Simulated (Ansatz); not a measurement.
ZrSe in space group P-6m2 (No. 187; Zr on 1a, Se on 1d), PBE in the plane-wave PAW code Ansatz, all energies at zero smearing, with the estimated change up to a 700 eV cutoff added, with one set of potentials and settings (totals compare only within such a set). Cell of 2 atoms (1 Zr, 1 Se): -9655.660 eV.

```csv
element,reference phase,E (eV/atom)
Zr,"P6_3/mmc, 2 atoms in the cell",-4183.8362
Se,"P3_121, 3 atoms in the cell",-5469.0798
```

Formation energy per atom, worked out: (-9655.660 − 1×(-4183.8362) − 1×(-5469.0798))/2 = -1.372 eV/atom (-132 kJ per mol of atoms), at 0 K, without zero-point energy or fitted corrections.

The first step of the workflow began from a Materials Project structure, measured or hypothetical; the Crystallography Open Database copy checked does not list it. Its standing as an ambient phase is unchecked. The PBE relaxation kept the symmetry of its start; its stability against distortions is not shown here. No spin polarisation was allowed. The references are the lowest solids computed at this level, not always the standard phases.

Potentials: the later of the program's two PAW sets.
